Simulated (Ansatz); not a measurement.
Consider the following.

Ni3Ge:
```xyz
4
Lattice="3.5250 0.0000 0.0000 0.0000 3.5250 0.0000 0.0000 0.0000 3.5250" Properties=species:S:1:pos:R:3 pbc="T T T"
Ni     1.7625     0.0000     1.7625
Ni     0.0000     1.7625     1.7625
Ni     1.7625     1.7625     0.0000
Ge     0.0000     0.0000     0.0000
```

This is the PBEsol-relaxed structure.

All from plane-wave PAW PBEsol (Ansatz code), unless another level is named. Give the electronic character.

metallic (no gap).

What about the formation energy from the elements (no fitted shifts)?

-0.34 eV/atom.

Give the density of states at the Fermi level.

0.53 states/eV per atom (mean over ±0.08 eV).

Next, the gap with spin–orbit coupling?

none (metallic).

Space group Pm-3m (Cu3Au type). The workflow started from a Materials Project entry (that database holds measured and hypothetical structures alike); the Crystallography Open Database copy checked does not list it. Its standing as an ambient phase is unchecked. The cell was relaxed with PBEsol under the symmetry of its start; of distortions, only those at the zone centre were tested. No spin polarisation was allowed. The references are the lowest solids computed at this level, not always the standard phases. Spin–orbit coupling is left out wherever it is not named.

Potentials: the later of the program's two PAW sets.
